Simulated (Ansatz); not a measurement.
## NaLiS2: single run (Ansatz)

Input:

```yaml
crystal:
  lattice:
    - [1.739959, 3.013695, 0.0]
    - [-1.739959, 3.013695, 0.0]
    - [-1.739959, 1.004562, 6.881589]
  atoms:
    - { symbol: Li, position: [0.0, 0.0, 0.0] }
    - { symbol: Na, position: [0.5, 0.0, 0.5] }
    - { symbol: S, position: [0.274, 0.452, 0.822] }
    - { symbol: S, position: [0.726, 0.548, 0.178] }
  symmetry: { detect: false }
kpoints:
  mp_grid: { grid: [6, 6, 6], shift: [0, 0, 0] }
magnetization:
  spin_polarized: false
scf:
  occupations: { method: fermi_dirac, width: 0.0747 }
  initial_density: { chi_scale: 0.1 }
hamiltonian:
  pseudopotentials: { kind: paw }
  xc: pbe
basis:
  ecutwfc: 420
  xc_grid: 2
output:
  forces: true
  stress: true
  eigenvalues: true
```

The command:

```bash
ansatz run input.yaml --threads 1 --pin off --max-ram 2560MiB --backend cpu --events-out ev --progress --plain --runs-dir out
```

Origin of the cell: a known structure type with other elements, at an estimated volume, so it need not be a known compound.

Output (shortened):

```
SCF iter   1: F=—  HF=-3497.549699 eV  Δρ=5.01e-2  dr2=2.14e0
SCF iter   2: F=—  HF=-3496.927817 eV  Δρ=2.27e-2  dr2=7.47e-1
SCF iter   3: F=—  HF=-3496.686069 eV  Δρ=6.33e-3  dr2=9.88e-2
SCF iter   4: F=—  HF=-3496.654431 eV  Δρ=2.59e-3  dr2=8.72e-3
SCF iter   5: F=—  HF=-3496.653432 eV  Δρ=4.30e-4  dr2=1.86e-4
SCF iter   6: F=—  HF=-3496.653555 eV  Δρ=1.14e-4  dr2=2.67e-5
SCF iter   7: F=—  HF=-3496.653486 eV  Δρ=3.87e-5  dr2=4.17e-6
SCF iter   8: F=—  HF=-3496.653487 eV  Δρ=1.41e-5  dr2=3.33e-7
SCF iter   9: F=-3496.653487 eV  HF=-3496.653487 eV  Δρ=3.13e-6  dr2=1.08e-8
SCF 1 converged in 9 iterations: F = -3496.653487 eV  dr2 = 1.08e-8
SCF converged after 9 iterations
Free energy (F): -3496.653487 eV
Harris-Foulkes:  -3496.653487 eV  (|F-HF|=6.47e-9)
Internal energy: -3496.569656 eV  (E = F + TS)
E sigma→0 (E₀):  -3496.611572 eV
Entropy (-TS):   -0.083831 eV (-20.958 meV/atom)
Fermi energy:    3.794701 eV
--- Per-component energies (eV) ---
  E_band       = -297.298993
  E_kinetic    = 355.851785
  E_local      = -1612.204761  (includes V_loc(G=0)·N_el)
  E_nonlocal   = 139.744864
  E_hartree    = 559.852636
  E_xc         = -243.386773
  E_vxc        = -238.038615  (∫ρ·V_xc dr)
  E_paw        = -1484.682747  (= ΣΔE_a)
  E_vpaw       = -62.358205  (= ΣTr[D̂ρ^β])
  E_aug_tail   = -0.000038  (compensation charges beyond the density's cutoff)
  E_ewald      = -1211.744621
  E_smearing   = -0.083831  (= −TS)
  Σ components = -3496.653487   (vs F -3496.653487, Δ=0.00e0)
--- Forces (eV/Å), atoms counted from 1 ---
  atom   1  Li     0.000000    -0.000000     0.000000
  atom   2  Na    -0.000000    -0.000000    -0.000000
  atom   3  S     -0.000000     0.000002    -1.036324
  atom   4  S      0.000000    -0.000002     1.036324
  max |Σ_I F_I| component: 3.39e-8 eV/Å
--- Stress (GPa, compression-positive) ---
        4.467453       0.000001       0.000001
        0.000001       4.467447      -0.000009
        0.000001      -0.000010      -0.906995
  P = ⅓ Tr σ = 2.6760 GPa (26.760 kbar)
```

Caveats: the k mesh is coarse if the cell is a metal.

Time: 21 s on 1 thread of AMD EPYC 7R43 64-Core Processor (Zen 3), on a shared host, peak memory 0.5 GiB, from the program's own first density.
